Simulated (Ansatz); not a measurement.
CdSe (wurtzite)

```xyz
4
Lattice="4.3019 0.0000 0.0000 -2.1510 3.7256 0.0000 0.0000 0.0000 7.0211" Properties=species:S:1:pos:R:3 pbc="T T T"
Cd     2.1510     1.2419     0.0033
Cd     0.0000     2.4837     3.5138
Se     2.1510     1.2419     4.3863
Se     0.0000     2.4837     0.8758
```

The slice is a (-1 1 0 2) plane (indices of the conventional cell) through the point (0.333, 0.667, 0.125) (fractional), spanned by u = [110] and v = [1 -1 1] in vectors of this cell: u (4.30 Å) and v (10.24 Å, at 90° to u). It covers one period; positions are fractions (u, v).

Computed with PBEsol (plane waves to 420 eV, PAW, scalar-relativistic; Ansatz, a program for electronic structure). k mesh 9×9×5. Inside the PAW spheres the values are not all-electron values, and peaks at nuclei hang on which shells count as valence. CdSe was relaxed with its symmetry unable to fall.

Q: Sketch the electrostatic potential energy of an electron, from the cell's mean on this plane as a map.

A: 
```
|xxx04422440xx|
|xxx110xx011xx|
|x0220xxxx0220|
|5651xxxxxx156|
|8861xxxxxx168|
|9873xxxxxx378|
|99850xxxx0589|
|9987510015789|
|9998765567899|
|9999888888999|
|9999998899999|
|9999999999999|
|9999988889999|
|9998765567899|
|8887520025788|
|556520xx02565|
|00330xxxx0330|
|xx020xxxx020x|
|xx030xxxx030x|
|xx2430xx0342x|
|0256642246652|
|6678876678876|
|8899988889998|
|9999999999999|
|9999999999999|
|9999999999999|
|8899999999998|
|5678999999876|
|x037999999730|
|xxx38999983xx|
|xxx06888860xx|
|xxxx577775xxx|
```
Scale: ten equal steps from -3.00 (start of '0') to 5.82 (end of '9'), in the order '0123456789'. Values: electrostatic potential energy of an electron, from the cell's mean, in eV. The map has 13 points along u (one character each, u = 0 at the left) and 32 along v (v = 0 in the bottom row). Points within 1 Å of a nucleus are blanked (x), as the pseudised field means little there. Values under -3 eV are set to -3. The zero, the cell's mean, hangs on the PAW cores.
